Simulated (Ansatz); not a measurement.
Data:

HBr in space group I4/mmm (No. 139; H on 2a, Br on 2b), a = b = 5.2058 Å, c = 3.3344 Å, α = β = γ = 90.00°; the cell used has 2 atoms.

This is the r²SCAN+D4-relaxed structure.

**Question.** All from the program Ansatz at the r²SCAN+D4 level (PAW), unless another level is named. Estimate the gap with spin–orbit coupling.

**Answer.** 1.45 eV.

**Question.** And the smallest direct gap on the standard path?

**Answer.** 1.87 eV.

**Question.** And the band gap?

**Answer.** 1.57 eV (indirect).

**Question.** And the HSE06 gap on the r²SCAN+D4 cell?

**Answer.** 2.28 eV.

**Question.** Next, the valence-band maximum?

**Answer.** on the X–P line, 52 % of the way from X.

**Question.** Predict the conduction-band minimum.

**Answer.** at M.

The workflow started from an entry of the Crystallography Open Database (COD); the relaxed space group is not among those it files for this formula. COD files the formula under space group No. 36, 69, 225. The cell was relaxed with r²SCAN+D4 under the symmetry of its start; its stability against distortions is not shown here. The substance is a gas or liquid at ambient conditions. Spin–orbit coupling is left out wherever it is not named.

Potentials: the later of the program's two PAW sets.
